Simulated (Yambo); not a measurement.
A free-standing WS₂ monolayer (symmetry P-6m2, slab cell 16.1 Å high), G0W0@LDA in Yambo (9×9×1 mesh, plasmon pole; 7 Ry block, no terminator). The number N of bands in W and G is varied.

```tsv
N	x = 1/N	gap K → K (eV)	shift of the valence edge (eV)
40	0.02500	3.118	0.694
58	0.01724	3.081	0.490
80	0.01250	3.053	0.324
104	0.00962	?	?
```

**Question.** Basis-set arguments suggest E = E∞ + A x. Fix A and E∞ from the two rows above the withheld one, predict the row at 104 bands, and test the form.

**Answer.** Gap: A = (3.053 − (3.081))/(0.01250 − 0.01724) = 5.91, E∞ = 2.979 eV, so 3.036 eV is predicted; the run gave 3.033 eV (miss 3 meV). The first two rows have slope 4.77, so the form doesn't hold yet over the whole range. Shift: A = (0.324 − (0.490))/(0.01250 − 0.01724) = 35.0, E∞ = -0.114 eV, so 0.223 eV is predicted; the run gave 0.201 eV (miss 22 meV). The first two rows have slope 26.3, so the form doesn't hold yet over the whole range. The other settings are held fixed.

Spin-orbit coupling is not included.

Geometry relaxed with LDA; primitive cell a = b = 3.1231 Å, c = 16.1000 Å, α = β = 90.00°, γ = 120.00°.

A shift is the quasiparticle energy of the state minus its LDA energy.
